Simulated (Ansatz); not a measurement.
In3Ru in space group P4_2/mnm (No. 136; In on 8j, In on 4c, Ru on 4f) under volume change, DFT-PBEsol in the program Ansatz with PAW potentials, shape and atoms relaxed at each volume.

```json
[
 {"V (Å³/atom)": "20.065", "E − E(relaxed) (meV/atom)": "64.0", "P (GPa)": "11.31"},
 {"V (Å³/atom)": "20.726", "E − E(relaxed) (meV/atom)": "[?]", "P (GPa)": "[?]"},
 {"V (Å³/atom)": "21.388", "E − E(relaxed) (meV/atom)": "6.3", "P (GPa)": "3.14"},
 {"V (Å³/atom)": "22.049", "E − E(relaxed) (meV/atom)": "0.0", "P (GPa)": "0.00"},
 {"V (Å³/atom)": "22.711", "E − E(relaxed) (meV/atom)": "5.6", "P (GPa)": "-2.64"},
 {"V (Å³/atom)": "23.372", "E − E(relaxed) (meV/atom)": "[?]", "P (GPa)": "[?]"},
 {"V (Å³/atom)": "24.034", "E − E(relaxed) (meV/atom)": "45.0", "P (GPa)": "-6.67"}
]
```

Problem. Fill in the missing entries.

Solution. 
- 23.372, E − E(relaxed) (meV/atom): 21.2
- 23.372, P (GPa): -4.83
- 20.726, E − E(relaxed) (meV/atom): 26.7
- 20.726, P (GPa): 6.87

Problem. What does a third-order Birch–Murnaghan fit give for V₀, B₀ and B′?

Solution. V₀ = 22.05 Å³/atom, B₀ = 95.4 GPa, B′ = 4.8.

The workflow started from a Materials Project entry (that database holds measured and hypothetical structures alike); the Crystallography Open Database copy checked does not list it. Its standing as an ambient phase is unchecked. The cell was relaxed with PBEsol under the symmetry of its start; its stability against distortions is not shown here. The run is not spin-polarised.

Potentials: the later of the program's two PAW sets.
